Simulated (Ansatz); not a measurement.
Input:

WSe$_{2}$:
```yaml
crystal:
  lattice:
    - [3.25000, 0.00000, 0.00000]
    - [-1.62500, 2.81458, 0.00000]
    - [0.00000, 0.00000, 12.81897]
  atoms:
    - { symbol: W, position: [0.66667, 0.33333, 0.75000] }
    - { symbol: W, position: [0.33333, 0.66667, 0.25000] }
    - { symbol: Se, position: [0.33333, 0.66667, 0.88001] }
    - { symbol: Se, position: [0.66667, 0.33333, 0.11999] }
    - { symbol: Se, position: [0.66667, 0.33333, 0.38001] }
    - { symbol: Se, position: [0.33333, 0.66667, 0.61999] }
```

This is the LDA-relaxed structure.

### Question
All from DFT-LDA in the program Ansatz with PAW potentials, unless another level is named. Give the static dielectric constant ε0 (ions relaxed, cell fixed).

### Answer
15.6 (xx = yy), 8.14 (zz).

### Question
Predict the electronic dielectric constant ε∞ (DFPT).

### Answer
15.3 (xx = yy), 8.06 (zz).

### Question
And the Born charges (a third of the trace)?

### Answer
W -1.20, Se +0.60 e.

Space group P6_3/mmc. The LDA relaxation kept the symmetry of its start. No spin polarisation was allowed. A crystal of weakly bound layers computed without a dispersion correction: the cell and the soft elastic constants depend strongly on that. Scalar-relativistic: spin–orbit coupling is off unless named, which matters more the heavier the elements.

Potentials: the earlier of the program's two PAW sets. The files were generated under PBE; for other functionals the program regenerates the frozen cores, and for LDA and PBEsol the local potential too.
